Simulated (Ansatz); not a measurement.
Data sheet: BiB (DFT)

BiB:
```
BiB
1.0
    3.58306     0.00000     0.00000
   -1.79153     3.10302     0.00000
    0.00000     0.00000     3.32664
B Bi
1 1
Cartesian
  0.00000   0.00000   0.00000
  1.79153   1.03434   1.66332
```

Space group P-6m2 (No. 187); conventional cell a = b = 3.5831 Å, c = 3.3266 Å, α = β = 90.00°, γ = 120.00°.

Method: PBEsol (plane waves, PAW; program Ansatz). Geometry: relaxed at this level of theory. Other levels are named where they apply.

Cell and energy:

```
Item                                                         Result
-----------------------------------------------------  ------------
Volume per atom                                            18.49 Å³
Density                                                  9.87 g/cm³
Formation energy from the elements (no fitted shifts)  1.33 eV/atom
```

Electronic structure:

```
Item                                                                        Result
------------------------------------  --------------------------------------------
Electronic character                                             metallic (no gap)
Density of states at the Fermi level  0.46 states/eV per atom (mean over ±0.08 eV)
```

Mechanics:

```
Property                                                                                        Result
--------------------------------------------  --------------------------------------------------------
Bulk modulus (Birch–Murnaghan fit)                                                            79.7 GPa
Pressure derivative B′                                                                             4.7
Elastic constants (relaxed ions, GPa)         C11 = 129, C12 = 44.9, C13 = 48.9, C33 = 201, C44 = 19.0
Mechanical stability                                            stable (all eigenvalues of C positive)
Hill bulk and shear moduli                                                           81.1 and 33.4 GPa
Young's modulus                                                                               88.1 GPa
Poisson's ratio                                                                                   0.32
Debye temperature from the elastic constants                                                     232 K
```

Phonons:

```
Item                                            Value
-----------------------------  ----------------------
Highest zone-centre frequency                7.94 THz
Zone-centre stability          no imaginary mode at Γ
```

The cell is a constructed one: a structure type filled with these elements; neither database checked (COD, Materials Project) lists it. Whether it is the stable phase at ambient conditions was not checked. Symmetry was held in the PBEsol relaxation. As this level gives no gap, shear constants depend on the k-mesh and smearing (Fermi–Dirac, 0.1 eV here). As this level gives no gap, phonon frequencies hold no LO–TO term and depend on the k-mesh and smearing (Fermi–Dirac, 0.1 eV here). On the denser mesh and wider smearing of the elastic run this cell carries a stress of 0.5 GPa. The references are the lowest solids computed at this level, not always the standard phases. Scalar-relativistic: spin–orbit coupling is off unless named, which matters more the heavier the elements.

Potentials: the later of the program's two PAW sets.
